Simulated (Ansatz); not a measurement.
Bi (diamond, Fd-3m) under volume change, r²SCAN in the plane-wave PAW code Ansatz, scaled uniformly.

```
V (Å³/atom)  E − E(relaxed) (meV/atom)  P (GPa)
-----------  -------------------------  -------
43.071                            44.7     3.67
44.490                            18.7     2.24
45.910                             4.4     1.03
47.330                             0.0     0.00
48.750                             4.0    -0.87
50.170                            15.1    -1.62
51.590                            32.3    -2.25
```

### Question
What does a third-order Birch–Murnaghan fit give for V₀, B₀ and B′?

### Answer
V₀ = 47.33 Å³/atom, B₀ = 31.5 GPa, B′ = 4.4.

The start of the workflow was typed in or built on a structure type; neither database checked (COD, Materials Project) lists it. It is not the phase usual at ambient conditions (space group No. 166). Symmetry was held in the r²SCAN relaxation. At this level the phase is mechanically unstable. Scalar-relativistic: spin–orbit coupling is off unless named, which matters more the heavier the elements.

Potentials: the earlier of the program's two PAW sets.
